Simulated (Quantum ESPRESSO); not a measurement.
GaMg2S3F, input and log of a self-consistent run

A calculation, not a measurement. The program is pw.x of Quantum ESPRESSO 7.5 (plane-wave density functional theory). The cell is made up: 7 atoms on a zincblende/diamond lattice with one site empty, with randomly drawn elements, strain and displacements, not relaxed. PseudoDojo standard norm-conserving files (v0.5 for PBE, v0.4.1 for LDA and PBEsol) set the functional; there is no spin polarisation, spin-orbit coupling or dispersion term, and the masses in the input are unused placeholders.

Input:

```
&control calculation='scf', pseudo_dir='./dojo.nc.sr.pbe.v0_5.standard.upf', outdir='./o', disk_io='low', tprnfor=.true., tstress=.true. /
&system ibrav=0, nat=7, ntyp=4, nbnd=35, ecutwfc=105.61755193, nosym=.true., tot_charge=0,
 occupations='smearing', smearing='fd', degauss=0.0018374661
/
&electrons conv_thr=7.350e-09, electron_maxstep=60, /
ATOMIC_SPECIES
F 1.0 F.upf
Ga 1.0 Ga.upf
Mg 1.0 Mg.upf
S 1.0 S.upf
CELL_PARAMETERS angstrom
5.4257 0.0093 -0.0426
0.0093 5.3684 0.0428
-0.0426 0.0428 5.3807
ATOMIC_POSITIONS angstrom
Ga -0.0329 2.7181 2.6778
Mg 2.7661 0.0156 2.7229
Mg 2.7196 2.6811 -0.0498
S 1.3389 1.2923 1.2946
F 1.3681 4.0965 4.0412
S 4.0118 1.4014 4.0574
S 4.1086 4.1437 1.3686
K_POINTS automatic
6 6 6 1 1 1
```

The log is shortened where brackets say so; the opening notice, blank lines, dates and the lines on written files are dropped, and the path of the files is cut. It prints rydbergs, bohrs and kilobars, and counts compression as positive stress. With no partly filled state, the Fermi energy that it prints is only some level between the filled and the empty states on the mesh, and need not lie in the true gap.

```
     Program PWSCF v.7.5
     Parallel version (MPI & OpenMP), running on       4 processor cores
     Number of MPI processes:                 4
     Threads/MPI process:                     1
     [start-up lines left out]
     bravais-lattice index     =            0
     lattice parameter (alat)  =      10.2534  a.u.
     unit-cell volume          =    1057.4993 (a.u.)^3
     number of atoms/cell      =            7
     number of atomic types    =            4
     number of electrons       =        58.00
     number of Kohn-Sham states=           35
     kinetic-energy cutoff     =     105.6176  Ry
     charge density cutoff     =     422.4702  Ry
     scf convergence threshold =      7.3E-09
     mixing beta               =       0.7000
     number of iterations used =            8  plain     mixing
     Exchange-correlation= PBE
                           (   1   4   3   4   0   0   0)
     [axes and pseudopotential details left out]
   Cartesian axes
     site n.     atom                  positions (alat units)
         1        Ga     tau(   1) = (  -0.0060635   0.5009514   0.4935241  )
         2        Mg     tau(   2) = (   0.5097979   0.0028751   0.5018361  )
         3        Mg     tau(   3) = (   0.5012279   0.4941323  -0.0091782  )
         4        S      tau(   4) = (   0.2467620   0.2381736   0.2385975  )
         5        F      tau(   5) = (   0.2521437   0.7549934   0.7448015  )
         6        S      tau(   6) = (   0.7393830   0.2582809   0.7477872  )
         7        S      tau(   7) = (   0.7572235   0.7636925   0.2522358  )
     number of k points=   108  Fermi-Dirac smearing, width (Ry)=  0.0018
     Number of k-points >= 100: set verbosity='high' to print them.
     Dense  grid:   155091 G-vectors     FFT dimensions: (  72,  72,  72)
     Estimated max dynamical RAM per process >     472.33 MB
     Estimated total dynamical RAM >       1.73 GB
     Initial potential from superposition of free atoms
     starting charge      57.9956, renormalised to      58.0000
     Starting wfcs are   35 randomized atomic wfcs
     total cpu time spent up to now is        6.8 secs
     per-process dynamical memory:   395.7 Mb
     Self-consistent Calculation
     iteration #  1     ecut=   105.62 Ry     beta= 0.70
     Davidson diagonalization with overlap
     ethr =  1.00E-02,  avg # of iterations =  5.2
     total cpu time spent up to now is       23.8 secs
     total energy              =    -506.08862603 Ry
     estimated scf accuracy    <       0.62903777 Ry
     iteration #  2     ecut=   105.62 Ry     beta= 0.70
     Davidson diagonalization with overlap
     ethr =  1.08E-03,  avg # of iterations =  2.1
     total cpu time spent up to now is       38.5 secs
     total energy              =    -506.21737840 Ry
     estimated scf accuracy    <       0.54733912 Ry
     iteration #  3     ecut=   105.62 Ry     beta= 0.70
     Davidson diagonalization with overlap
     ethr =  9.44E-04,  avg # of iterations =  2.0
     total cpu time spent up to now is       51.5 secs
     total energy              =    -506.33878171 Ry
     estimated scf accuracy    <       0.03222236 Ry
     iteration #  4     ecut=   105.62 Ry     beta= 0.70
     Davidson diagonalization with overlap
     ethr =  5.56E-05,  avg # of iterations =  5.2
     total cpu time spent up to now is       67.6 secs
     total energy              =    -506.34571327 Ry
     estimated scf accuracy    <       0.00279421 Ry
     iteration #  5     ecut=   105.62 Ry     beta= 0.70
     Davidson diagonalization with overlap
     ethr =  4.82E-06,  avg # of iterations =  5.8
     total cpu time spent up to now is       83.6 secs
     total energy              =    -506.34615532 Ry
     estimated scf accuracy    <       0.00060889 Ry
     iteration #  6     ecut=   105.62 Ry     beta= 0.70
     Davidson diagonalization with overlap
     ethr =  1.05E-06,  avg # of iterations =  2.0
     total cpu time spent up to now is       97.0 secs
     total energy              =    -506.34630052 Ry
     estimated scf accuracy    <       0.00005998 Ry
     iteration #  7     ecut=   105.62 Ry     beta= 0.70
     Davidson diagonalization with overlap
     ethr =  1.03E-07,  avg # of iterations =  2.0
     total cpu time spent up to now is      109.8 secs
     total energy              =    -506.34631139 Ry
     estimated scf accuracy    <       0.00000356 Ry
     iteration #  8     ecut=   105.62 Ry     beta= 0.70
     Davidson diagonalization with overlap
     ethr =  6.14E-09,  avg # of iterations =  2.1
     total cpu time spent up to now is      123.3 secs
     total energy              =    -506.34631249 Ry
     estimated scf accuracy    <       0.00000055 Ry
     iteration #  9     ecut=   105.62 Ry     beta= 0.70
     Davidson diagonalization with overlap
     ethr =  9.48E-10,  avg # of iterations =  2.3
     total cpu time spent up to now is      136.6 secs
     total energy              =    -506.34631263 Ry
     estimated scf accuracy    <       0.00000011 Ry
     iteration # 10     ecut=   105.62 Ry     beta= 0.70
     Davidson diagonalization with overlap
     ethr =  1.92E-10,  avg # of iterations =  2.0
     total cpu time spent up to now is      149.3 secs
     End of self-consistent calculation
     Number of k-points >= 100: set verbosity='high' to print the bands.
     the Fermi energy is     4.1966 ev
!    total energy              =    -506.34631265 Ry
     estimated scf accuracy    <          3.0E-09 Ry
     smearing contrib. (-TS)   =      -0.00000000 Ry
     internal energy E=F+TS    =    -506.34631265 Ry
     The total energy is F=E-TS. E is the sum of the following terms:
     one-electron contribution =    -340.74609038 Ry
     hartree contribution      =     186.17718170 Ry
     xc contribution           =    -103.58843550 Ry
     ewald contribution        =    -248.18896847 Ry
     convergence has been achieved in  10 iterations
     Forces acting on atoms (cartesian axes, Ry/au):
     atom    1 type  2   force =    -0.01026325   -0.03055612   -0.01883326
     atom    2 type  3   force =    -0.05210215   -0.01580026    0.01775641
     atom    3 type  3   force =    -0.03235494    0.04916319    0.01114318
     atom    4 type  4   force =    -0.04599617    0.03173256    0.03124943
     atom    5 type  1   force =     0.02838322   -0.03040070   -0.02372617
     atom    6 type  4   force =     0.07437172    0.01889946   -0.00732051
     atom    7 type  4   force =     0.03796156   -0.02303815   -0.01026908
     Total force =     0.150574     Total SCF correction =     0.000135
     Computing stress (Cartesian axis) and pressure
          total   stress  (Ry/bohr**3)                   (kbar)     P=       -5.37
  -0.00010270  -0.00003762   0.00001887          -15.11       -5.53        2.78
  -0.00003762  -0.00001439   0.00014940           -5.53       -2.12       21.98
   0.00001887   0.00014940   0.00000749            2.78       21.98        1.10
     init_run     :      6.34s CPU      6.61s WALL (       1 calls)
     electrons    :    142.04s CPU    142.57s WALL (       1 calls)
     forces       :      2.12s CPU      2.15s WALL (       1 calls)
     stress       :      7.74s CPU      7.76s WALL (       1 calls)
     [timing details left out]
     PWSCF        :   2m38.48s CPU   2m39.43s WALL
     JOB DONE.
```

In other units: free energy -6889.193 eV for the cell, pressure -0.54 GPa, largest force component 1.912 eV/Å. This run is the check on a run of the same cell at 1143 eV and a 4 x 4 x 4 mesh: rerunning at 1437 eV and a 6 x 6 x 6 mesh moved values by no more than 0.003 eV in energy, 0.02 GPa in stress and 0.005 eV/Å in force.